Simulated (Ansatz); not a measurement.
VPt3:
```
CELL_PARAMETERS angstrom
      1.35578     0.78276     8.91376
     -1.35578     0.78276     8.91376
      0.00000    -1.56553     8.91376
ATOMIC_POSITIONS crystal
  V  0.00000 0.00000 0.00000
  Pt 0.25585 0.25585 0.25585
  Pt 0.74415 0.74415 0.74415
  Pt 0.50000 0.50000 0.50000
```

Relaxed with LDA. Special points in fractions of this cell's reciprocal vectors: Γ (0.000, 0.000, 0.000); T (0.500, 0.500, 0.500); H2 (0.828, 0.172, 0.500); H0 (0.500, -0.172, 0.172); L (0.500, 0.000, 0.000); S0 (0.336, -0.336, 0.000); S2 (0.664, 0.000, 0.336); F (0.500, 0.000, 0.500).

Q: List the band energies nearest the Fermi level at these points for LDA in the plane-wave PAW code Ansatz.

A: In eV from the Fermi level; about four levels below and three above (degenerate sets whole), none deeper than 8.9 eV; points with the same levels are listed once.

```json
[
 {"k": "Γ", "below": "-1.17 -0.89 -0.89 -0.32", "above": "0.44 0.44 1.87 1.87"},
 {"k": "T", "below": "-1.85 -1.85 -0.86 -0.67 -0.67", "above": "0.40 0.40 1.81 1.81"},
 {"k": "H2", "below": "-2.95 -2.37 -2.29 -0.91", "above": "0.30 0.31 0.50"},
 {"k": "L", "below": "-1.64 -1.28 -0.99 -0.09", "above": "0.03 0.05 0.46"},
 {"k": "S0", "below": "-2.93 -2.38 -2.30 -0.92", "above": "0.29 0.32 0.49"},
 {"k": "F", "below": "-2.55 -1.38 -1.36 -0.42", "above": "0.03 0.06 0.46"}
]
```

Space group R-3m. The workflow started from a Materials Project entry (that database holds measured and hypothetical structures alike); the Crystallography Open Database copy checked does not list it. COD files the formula under space group No. 139, 221. Its standing as an ambient phase is unchecked. Symmetry was held in the LDA relaxation; whether a distortion lowers the energy is not shown. No spin polarisation was allowed. Scalar-relativistic: spin–orbit coupling is off unless named, which matters more the heavier the elements.

Potentials: the later of the program's two PAW sets.
